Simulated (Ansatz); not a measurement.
GaAs (rock salt, space group No. 225) at seven volumes, DFT-PBE in the program Ansatz with PAW potentials, scaled uniformly. One row is withheld.

```csv
V (Å³/atom),P (GPa)
17.847,8.24
18.435,5.00
19.023,?
19.612,0.00
20.200,-1.94
20.788,-3.58
21.377,-4.96
```

Task: Fit the shown pressures and predict the withheld one.

Result: P = (3/2)B₀(x^(7/2) − x^(5/2))[1 + (3/4)(B′ − 4)(x − 1)] with x = (V₀/V)^(2/3). Least squares on the six rows gives V₀ = 19.610 Å³/atom, B₀ = 70.2 GPa, B′ = 4.64. At V = 19.023, x = 1.0205 and P = 2.29 GPa. The run itself gave 2.27 GPa.

Space group Fm-3m (rock salt). The start of the workflow was typed in or built on a structure type; neither database checked (COD, Materials Project) lists it. It is not the phase usual at ambient conditions (space group No. 216). Symmetry was held in the PBE relaxation; whether a distortion lowers the energy is not shown. The volume moved by 18 % from the start of the relaxation.

Potentials: the earlier of the program's two PAW sets.
